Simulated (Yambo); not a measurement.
Yambo run on RbO2H3 (space group Cmc2_1, No. 36). The wavefunctions are PBEsol (pw.x of Quantum ESPRESSO, ONCV potentials, without SOC) ones on a 4×4×2 mesh (24 occupied bands); a = b = 5.8325 Å, c = 5.9398 Å, α = β = 90.00°, γ = 137.57°.

Yambo input:

```
rim_cut
gw0
dyson
el_el_corr
HF_and_locXC
ppa
em1d
RandQpts= 1000000
RandGvec= 1 Ry
EXXRLvcs= 84 Ry
VXCRLvcs= 336 Ry
Chimod= "HARTREE"
% BndsRnXp
 1 | 147 |
%
NGsBlkXp= 6 Ry
% LongDrXp
 1.0 | 1.0 | 1.0 |
%
PPAPntXp= 27.2114 eV
% GbndRnge
 1 | 60 |
%
GTermKind= "BG"
DysSolver= "n"
ExtendOut
% QPkrange
 1 | 1 | 24 | 25 |
 9 | 9 | 24 | 24 |
%
```

k points by index: 1 = Γ, 9 = (0.25, -0.5, 0).

Table of the .qp output:

```
#    K-point    Band    Eo [eV]    E [eV]    E-Eo [eV]    Vxc [eV]    Vnlxc [eV]    Sc|Eo [eV]    Sc|E [eV]    dSc/dw|Eo [eV]    Re(Z)    Im(Z)
#
    1    24    -0.019761    -1.665660    -1.645899    -18.60132    -24.66536    4.045399    4.418140    -6.161970    0.815361    -0.001163
    1    25    4.436519    5.497447    1.060929    -9.171550    -5.012098    -2.960468    -3.098523    -3.540677    0.884863    -0.735209E-3
    9    24    0.000000    -1.616567    -1.616567    -18.68492    -24.67182    4.005384    4.370336    -6.142670    0.815833    -0.001157
```
(The two width columns are left out.) Convergence of these settings isn't established.

Geometry of the Materials Project entry, not relaxed at this level.

The structure is a Materials Project entry; no match was found in the copy of COD used, and its stability was not checked.
